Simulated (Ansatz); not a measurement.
BiH3Pb, before and after

Recipe of this trial structure of BiH3Pb: random cell by space group and Wyckoff sites (P3m1, No. 156). Its size is a rough estimate.

start.cif

```cif
data_structure
_symmetry_space_group_name_H-M 'P 1'
_symmetry_Int_Tables_number 1
_cell_length_a 3.6839
_cell_length_b 3.6839
_cell_length_c 6.0029
_cell_angle_alpha 90.000
_cell_angle_beta 90.000
_cell_angle_gamma 120.000
_cell_volume 70.55
loop_
_atom_site_label
_atom_site_type_symbol
_atom_site_fract_x
_atom_site_fract_y
_atom_site_fract_z
_atom_site_occupancy
Bi1 Bi 0.00000 0.00000 0.57922 1
H1 H 0.52424 0.47576 0.60740 1
H2 H 0.52424 0.04848 0.60740 1
H3 H 0.95152 0.47576 0.60740 1
Pb1 Pb 0.00000 0.00000 0.17326 1
```

The calculation used Ansatz, DFT PBE, scalar-relativistic, plane waves, PAW. Cutoff 420 eV, Gaussian smearing, Γ-centred meshes. Cell and atoms relax first on a coarse mesh and then on a finer one. In between, the cell is made exact in the group found at 0.06 Å. In metals the finer mesh still leaves noise of several meV/atom or more. The steps can't lower the symmetry of their start. No spin polarisation.

end.cif

```cif
data_structure
_symmetry_space_group_name_H-M 'P 1'
_symmetry_Int_Tables_number 1
_cell_length_a 3.8782
_cell_length_b 3.8782
_cell_length_c 6.9325
_cell_angle_alpha 90.000
_cell_angle_beta 90.000
_cell_angle_gamma 120.000
_cell_volume 90.30
loop_
_atom_site_label
_atom_site_type_symbol
_atom_site_fract_x
_atom_site_fract_y
_atom_site_fract_z
_atom_site_occupancy
Bi1 Bi 0.00000 0.00000 0.69146 1
H1 H 0.50000 0.50000 0.56818 1
H2 H 0.50000 0.00000 0.56818 1
H3 H 0.00000 0.50000 0.56818 1
Pb1 Pb 0.00000 0.00000 0.17867 1
```

The symmetry goes from P3m1 (No. 156) to P6mm (No. 183). The volume per atom grows by 28.0 %, from 14.1 to 18.1 Å³. The shortest distance goes from 1.57 Å (H–H) to 1.94 Å (H–H). The energy falls by about 0.73 eV/atom (the start's value is from the coarse mesh).

For BiH3Pb, the volume per atom is 18.06 Å³. The density is 7.71 g/cm³ and the formation energy is +0.73 eV/atom. The gap on the 12×12×6 mesh of the 5-atom cell is 0 eV (a metal).

Formation energies are uncorrected and refer to the elements' standard structures at the same level (H₂ as a molecule). A positive value: parting into the elements would lower its energy.

The last run used Gaussian smearing of 0.10 eV. These runs have no spin–orbit coupling, which can matter for Bi and Pb. With hydrogen, zero-point motion can shift formation energies by some tens of meV/atom. A structure relaxed within its symmetry needn't be a true minimum. In all, the 3 runs took 4.5 min on 1 thread of Arm Neoverse N1, with other jobs on the host.
